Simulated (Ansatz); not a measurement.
Given:

MgS:
```xyz
4
Lattice="4.0282 0.0000 0.0000 -2.0141 3.4885 0.0000 0.0000 0.0000 6.4561" Properties=species:S:1:pos:R:3 pbc="T T T"
Mg     2.0141     1.1628     3.2099
Mg     0.0000     2.3257     6.4380
S      0.0000     2.3257     2.4392
S      2.0141     1.1628     5.6672
```

This is the r²SCAN-relaxed structure.

**Question.** All from the program Ansatz at the r²SCAN level (PAW), unless another level is named. Predict the hole effective mass.

**Answer.** 0.27, 3.5, 3.5 mₑ (principal values).

**Question.** Predict the weight of the valence-edge state by species (Voronoi cells).

**Answer.** S 88 %, Mg 12 %.

**Question.** Give the weight of the conduction-edge state by species (Voronoi cells).

**Answer.** Mg 55 %, S 45 %.

Space group P6_3mc (wurtzite). The workflow started from a Materials Project entry (that database holds measured and hypothetical structures alike); the Crystallography Open Database copy checked does not list it. COD files the formula under space group No. 225, so this cell is another polymorph or a model. Whether it is the stable phase at ambient conditions was not checked. The cell was relaxed with r²SCAN under the symmetry of its start; its stability against distortions is not shown here.

Potentials: the later of the program's two PAW sets.

Edges and masses are those of Kohn–Sham bands, whose gap is no quasiparticle gap.
